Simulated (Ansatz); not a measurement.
# WC

The computed numbers are results of r²SCAN, scalar-relativistic (no spin polarisation) in the plane-wave PAW code Ansatz at 500 eV, 14×14×12 k-mesh, Gaussian smearing of 0.05 eV. The datasets are Ansatz's generated set soft_2.

```
W C
1.0
     2.91187    0.00000    0.00000
    -1.45593    2.52175    0.00000
     0.00000    0.00000    2.83694
W C
1 1
Cartesian
  0.0000 0.0000 0.0000
  1.4559 0.8406 1.4185
```

The chain of runs began from a measured cell (COD), expanded in volume.

The cell is relaxed to zero pressure at this level.

The cell has space group P-6m2 (read at 0.01 Å). In it the stress is 0.01, 0.01, 0.01, 0.00, 0.00, 0.00 GPa and the largest force component 0.000 eV/Å. Each change below starts from this cell, without further relaxation. Stress is in GPa, positive in compression, in the order xx, yy, zz, yz, xz, xy; energies are counted from the cell above and are free energies with the smearing's entropy, which match forces and stress in a metal.

Problem. One atom was moved along a Cartesian axis, and these forces appeared. Which atom, and about how far?
```tsv
atom	Fx (eV/Å)	Fy	Fz
W1	0.000	-0.312	0.000
C2	0.000	0.312	0.000
```

Solution. Atom 1 (W) is moved by 0.02 Å along y; the energy changes by 3.1 meV per cell. Moving the other atom the opposite way is the same thing.

Problem. What stress follows from an engineering strain of 3 % in yz, atoms carried along?

Solution. 0.20, 0.56, 0.48, -9.52, 0.00, 0.00 GPa; the energy changes by 18.6 meV per cell.
| atom | Fx (eV/Å) | Fy | Fz |
| --- | --- | --- | --- |
| W1 | 0.000 | 0.026 | 0.000 |
| C2 | 0.000 | -0.026 | 0.000 |
The change of the stress over the strain gives a clamped-atom stiffness of about 317 GPa for this component.
In a harmonic crystal the energy would rise by V(½Cε² − σ₀ε), with σ₀ the stress of the unstrained cell, = 18.6 meV, which matches.

Problem. All atoms and the cell are disturbed at random:
```
CELL_PARAMETERS angstrom
2.95128 0.01312 0.00922
-1.46428 2.49033 0.00636
0.00898 0.01234 2.82248
ATOMIC_POSITIONS crystal
W 0.00970 0.01663 0.97587
C 0.65697 0.31670 0.52413
```
Give the energy change, the stress and the forces.

Solution. 192.3 meV per cell; stress 2.00, 4.43, 10.48, -4.92, -2.11, -1.89 GPa.
| atom | Fx (eV/Å) | Fy | Fz |
| --- | --- | --- | --- |
| W1 | -0.157 | -1.262 | 1.980 |
| C2 | 0.157 | 1.262 | -1.979 |

No spin–orbit coupling, a notable omission for heavy elements.
